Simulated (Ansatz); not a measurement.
La$_{2}$O$_{3}$:
```
La2O3
1.0
    3.88312     0.00000     0.00000
   -1.94156     3.36288     0.00000
    0.00000     0.00000     5.95097
La O
2 3
Direct
  0.66667   0.33333   0.75603
  0.33333   0.66667   0.24397
  0.66667   0.33333   0.35341
  0.33333   0.66667   0.64659
  0.00000   0.00000   0.00000
```

Relaxed with LDA.

### Question
Give the optical modes at the zone centre with their infrared and Raman activity from DFPT, LDA in the plane-wave PAW code Ansatz.

### Answer
Transverse frequencies, without the LO–TO term; a row sums one degenerate level.

```csv
ω (cm⁻¹),degeneracy,IR ((D/Å)²/amu),Raman (Å⁴/amu),activity,symmetry
108,2,0.00,3.3,Raman,Eg
200,1,0.00,5.9,Raman,A1g
204,2,48.23,0,IR,Eu
207,1,30.70,0,IR,A2u
375,2,32.30,0,IR,Eu
397,1,0.00,70,Raman,A1g
408,2,0.00,140,Raman,Eg
447,1,3.14,0,IR,A2u
```

### Question
How high does the top mode go among those that the LO–TO term moves?

### Answer
563 cm⁻¹ for q along x, 563 cm⁻¹ for q along y, 522 cm⁻¹ for q along z.

Space group P-3m1 (La2O3 or Ni2Al3 type). The LDA relaxation kept the symmetry of its start; phonons on a q-mesh show no instability. Scalar-relativistic: spin–orbit coupling is off unless named, which matters more the heavier the elements.

Potentials: the earlier of the program's two PAW sets.
